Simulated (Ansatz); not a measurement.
**Relaxation path: CsCl AlCo (110), 3 layers**

DFT, LDA, PAW with Ansatz's default frozen-core files, scalar-relativistic (Ansatz 0.2.0); a Γ-centred 15×10×1 k mesh, Fermi–Dirac smearing of 0.05 eV, no spin polarisation. The run relaxes the atoms in the fixed cell.

Command: `ansatz run input.yaml --threads 3 --pin off --max-ram 9216MiB --backend cpu --events-out ev --progress --plain --runs-dir out` It took 56 s on 3 threads of Arm Neoverse V1, on a shared host, peak memory 0.63 GiB.

```yaml
crystal:
  lattice:
    - [2.7937509608, 0.0, 0.0]
    - [0.0, 3.9509604987, 0.0]
    - [0.0, 0.0, 19.951]
  atoms:
    - { symbol: Co, position: [0.75, 0.25, 0.4009833969] }
    - { symbol: Al, position: [0.25, 0.75, 0.4009833969] }
    - { symbol: Co, position: [0.75, 0.75, 0.5] }
    - { symbol: Al, position: [0.25, 0.25, 0.5] }
    - { symbol: Co, position: [0.75, 0.25, 0.5990166031] }
    - { symbol: Al, position: [0.25, 0.75, 0.5990166031] }
kpoints:
  mp_grid: { grid: [15, 10, 1] }
scf:
  occupations: { method: fermi_dirac, width: 0.05 }
hamiltonian:
  xc: lda
  pseudopotentials: { kind: paw }
output:
  forces: true
  stress: true
  eigenvalues: true
relax:
  f_tol: 0.01
  max_steps: 40
efield:
  axis: 3
  amplitude: 0
  dipole_correction: true
```

Each step lists its free energy a cell above the last geometry, and Cartesian positions (Å) with forces (eV/Å).

The first step:

```
step 1  dF = 119.62 meV
  Co 2.0953 0.9877 8.0000   0.0000 0.0000 0.7906
  Al 0.6984 2.9632 8.0000   0.0000 0.0000 -0.6208
  Co 2.0953 2.9632 9.9755   0.0000 0.0000 0.0000
  Al 0.6984 0.9877 9.9755   0.0000 0.0000 0.0000
  Co 2.0953 0.9877 11.9510   0.0000 0.0000 -0.7906
  Al 0.6984 2.9632 11.9510   0.0000 0.0000 0.6207
```

Spin polarisation is left out, though a magnetic state may lie lower. The PAW files were made under PBE.

Question: Where does the relaxation end, and by which steps?

Answer: After 4 geometries, with a shortest distance of 2.352 Å. The further steps:
```
step 2  dF = 38.48 meV
  Co 2.0953 0.9877 8.0422   0.0000 0.0000 0.4283
  Al 0.6984 2.9632 7.9706   0.0000 0.0000 -0.3791
  Co 2.0953 2.9632 9.9755   0.0000 0.0000 0.0000
  Al 0.6984 0.9877 9.9755   0.0000 0.0000 0.0000
  Co 2.0953 0.9877 11.9088   0.0000 0.0000 -0.4283
  Al 0.6984 2.9632 11.9804   0.0000 0.0000 0.3791
step 3  dF = 0.07 meV
  Co 2.0953 0.9877 8.0861   0.0000 0.0000 -0.0255
  Al 0.6984 2.9632 7.9167   0.0000 0.0000 -0.0035
  Co 2.0953 2.9632 9.9755   0.0000 0.0000 0.0000
  Al 0.6984 0.9877 9.9755   0.0000 0.0000 0.0000
  Co 2.0953 0.9877 11.8649   0.0000 0.0000 0.0255
  Al 0.6984 2.9632 12.0343   0.0000 0.0000 0.0035
step 4  dF = 0.00 meV
  Co 2.0953 0.9877 8.0829   0.0000 0.0000 0.0028
  Al 0.6984 2.9632 7.9151   0.0000 0.0000 0.0018
  Co 2.0953 2.9632 9.9755   0.0000 0.0000 0.0000
  Al 0.6984 0.9877 9.9755   0.0000 0.0000 0.0000
  Co 2.0953 0.9877 11.8681   0.0000 0.0000 -0.0028
  Al 0.6984 2.9632 12.0359   0.0000 0.0000 -0.0018
```
